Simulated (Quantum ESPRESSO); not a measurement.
Empty bands for a GW run on WS₂ (space group P6_3/mmc, No. 194): 216 bands on a 6×6×1 mesh, LDA, PseudoDojo standard norm-conserving files, scalar-relativistic, Quantum ESPRESSO. The input, in which only the diagonalization keyword changes:

```
&CONTROL
  calculation = 'nscf'
  pseudo_dir = './pseudo'
  outdir = './out'
/
&SYSTEM
  ibrav = 0
  nat = 6
  ntyp = 2
  ecutwfc = 70.0
  ecutrho = 280.0
  occupations = 'fixed'
  force_symmorphic = .true.
  nbnd = 216
/
&ELECTRONS
  conv_thr = 6.000000000000001e-09
  diago_full_acc = .true.
  diago_thr_init = 1e-08
  diagonalization = 'david'
/
ATOMIC_SPECIES
S 32.0600 S.upf
W 183.8400 W.upf
CELL_PARAMETERS angstrom
  3.184219822000   0.000000000000   0.000000000000
 -1.592109911000   2.757615257000   0.000000000000
  0.000000000000   0.000000000000  12.978280000000
ATOMIC_POSITIONS crystal
S   0.333333333000   0.666666667000   0.629800000000
S   0.666666667000   0.333333333000   0.370200000000
S   0.666666667000   0.333333333000   0.129800000000
S   0.333333333000   0.666666667000   0.870200000000
W   0.333333333000   0.666666667000   0.250000000000
W   0.666666667000   0.333333333000   0.750000000000
K_POINTS automatic
6 6 1 0 0 0
```

```tsv
diagonalization	mean iterations per k point	rough time	largest change of an eigenvalue (eV)
david	39	1	–
cg	51	about 6×	3e-06
paro	18	within a factor of two	1e-07
```

An iteration means different work in each solver, so the counts don't rank them. Times are rough ratios from shared machines.

Spin-orbit coupling is not included.

Geometry of the Materials Project entry, not relaxed at this level.
